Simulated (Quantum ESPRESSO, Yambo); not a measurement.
For CO2 (space group Pa-3, No. 205), Yambo gives the independent-particle static dielectric constant along x as 2.51 on PBEsol bands and 2.15 after a scissor of 3.62 eV widens every gap (4×4×4 mesh, 129 bands, 3 Ry local-field block, 0.2 eV broadening).

Problem. A scissor keeps the position matrix elements. In a one-oscillator model, how does ε − 1 scale, and what mean transition energy do the two values imply?

Solution. Each transition adds |r|²/E to ε − 1, so ε − 1 ∝ 1/(E0 + Δ). Then (2.15 − 1)/(2.51 − 1) = E0/(E0 + Δ) = 0.762, and E0 = Δ(ε' − 1)/(ε − ε') = 11.6 eV. The computed Im ε, weighted by 1/E up to 20 eV, has its mean at 10.6 eV; the smallest direct PBEsol gap is 6.82 eV. The scissor comes from a G0W0 run whose convergence isn't established. Convergence of the RPA response with its 4×4×4 mesh was not tested.

Bands from Quantum ESPRESSO.

Geometry of the Materials Project entry, not relaxed at this level; primitive cell a = b = c = 5.497 Å, α = β = γ = 90.00°.
